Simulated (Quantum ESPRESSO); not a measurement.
## Si3F4O4 (convergence and cost over cutoff and k mesh)

Simulated, not a measurement. The program is pw.x of Quantum ESPRESSO 7.5 (plane-wave density functional theory). The cell is made up: 11 atoms on a rutile lattice with one site empty, with randomly drawn elements, strain and displacements, not relaxed. PseudoDojo standard norm-conserving files (v0.5 for PBE, v0.4.1 for LDA and PBEsol) set the functional; there is no spin polarisation, spin-orbit coupling or dispersion term, and the masses in the input are unused placeholders.

Input of the run in row 4:

```
&control calculation='scf', pseudo_dir='./dojo.nc.sr.pbe.v0_5.standard.upf', outdir='./o', disk_io='low', tprnfor=.true., tstress=.true. /
&system ibrav=0, nat=11, ntyp=3, nbnd=38, ecutwfc=84.00895049, nosym=.true., tot_charge=0,
 occupations='smearing', smearing='fd', degauss=0.0018374661
/
&electrons conv_thr=7.350e-09, electron_maxstep=60, /
ATOMIC_SPECIES
F 1.0 F.upf
O 1.0 O.upf
Si 1.0 Si.upf
CELL_PARAMETERS angstrom
4.209 -0.0315 -0.0514
-0.0315 4.1727 -0.0451
-0.0653 -0.0573 5.3772
ATOMIC_POSITIONS angstrom
Si -0.0253 -0.0715 -0.0975
Si 2.1459 2.1271 1.3286
Si 1.9791 1.9616 3.891
F 1.2503 1.1696 -0.0621
O 2.903 2.8644 -0.11
F 3.2497 0.8265 1.2097
O 0.758 3.3107 1.2531
F 1.221 1.1466 2.5981
O 3.0283 2.7476 2.5839
F 3.3786 0.7166 3.9553
O 0.6697 3.3141 3.9071
K_POINTS automatic
5 5 4 1 1 1
```

The same cell was run at these settings. Meshes are shifted by half a step, and differences are from the last row, which is itself not exact.

```
cutoff (eV)     k mesh  k points solved  threshold (eV)  free energy less the last row's (eV)  pressure (GPa)  largest stress difference (GPa)  largest force difference (eV/Å)  iterations  wall time (s)  k-point pools              processor
        800  2 x 2 x 2                4           1e-04                                 1.534          -13.83                            19.76                            0.034           9              7              4  AMD EPYC, Zen 5 class
       1143  2 x 2 x 2                4           1e-07                                -0.032            5.83                             0.14                            0.020          12             11              4  AMD EPYC, Zen 5 class
        651  5 x 5 x 4               50           1e-07                                 9.700          -70.55                            77.42                            0.095          12             20              4  AMD EPYC, Zen 5 class
       1143  5 x 5 x 4               50           1e-07                                 0.003            5.83                             0.03                            0.001          12             48              4  AMD EPYC, Zen 5 class
       1437  7 x 7 x 6              147           1e-07                                 0.000            5.86                             0.00                            0.000          12            157              4  AMD EPYC, Zen 5 class
```

Each pool is one process. Wall times include start-up and a band step at six k points, which weighs most on the coarsest meshes. The runs were on shared virtual cores whose load varied, so times are rough.